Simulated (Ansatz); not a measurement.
C:
```cif
data_C8
_chemical_formula_sum 'C8'
_space_group_name_H-M_alt 'P 1'
_space_group_IT_number 1
_cell_length_a 5.13689
_cell_length_b 5.13689
_cell_length_c 3.60170
_cell_angle_alpha 78.817
_cell_angle_beta 101.183
_cell_angle_gamma 53.829
loop_
_space_group_symop_operation_xyz
  'x, y, z'
loop_
_atom_site_label
_atom_site_type_symbol
_atom_site_fract_x
_atom_site_fract_y
_atom_site_fract_z
_atom_site_occupancy
C1 C 0.78267 0.82363 0.44804 1
C2 C 0.21733 0.17637 0.55196 1
C3 C 0.82363 0.78267 0.05196 1
C4 C 0.17637 0.21733 0.94804 1
C5 C 0.09032 0.57183 0.87676 1
C6 C 0.90968 0.42817 0.12324 1
C7 C 0.57183 0.09032 0.62324 1
C8 C 0.42817 0.90968 0.37676 1
```

Relaxed with the program Ansatz at the r²SCAN level (PAW). Indices refer to the conventional cell of C2/c, a = 4.650 Å, b = 9.161 Å, c = 3.602 Å, α = 90.00°, β = 115.37°, γ = 90.00°.

Task: Simulate the powder diffraction pattern (Co Kα, λ = 1.79026 Å; lines above 1 %) up to 2θ = 90°.

Result: Simulated powder pattern, Co Kα, λ = 1.79026 Å (kinematic, ideal powder, no thermal factors, no anomalous dispersion; the 30 strongest lines at most, above 1 %, up to 2θ = 90°):

```tsv
2θ (°)	d (Å)	I/Imax (%)	hkl
22.54	4.580	100	(020)
27.11	3.819	6.0	(110)
32.94	3.157	6.0	(-1 1 1)
39.44	2.653	3.1	(021)
42.49	2.470	9.1	(130)
50.33	2.105	9.0	(111)
52.40	2.027	3.3	(-2 2 1)
64.32	1.682	1.5	(-2 0 2)
64.41	1.679	2.7	(150)
67.61	1.609	2.2	(-2 4 1)+(-1 5 1)
69.08	1.579	1.4	(-2 2 2)
71.79	1.527	2.0	(060)
77.97	1.423	1.1	(221)
89.51	1.271	3.4	(-3 3 2)
```

The start of the workflow was typed in or built on a structure type; neither database checked (COD, Materials Project) lists it. It is not the phase usual at ambient conditions (space group No. 194, 227). The cell was relaxed with r²SCAN under the symmetry of its start; whether a distortion lowers the energy is not shown. The volume moved by 103 % from the start of the relaxation.

Potentials: the later of the program's two PAW sets.
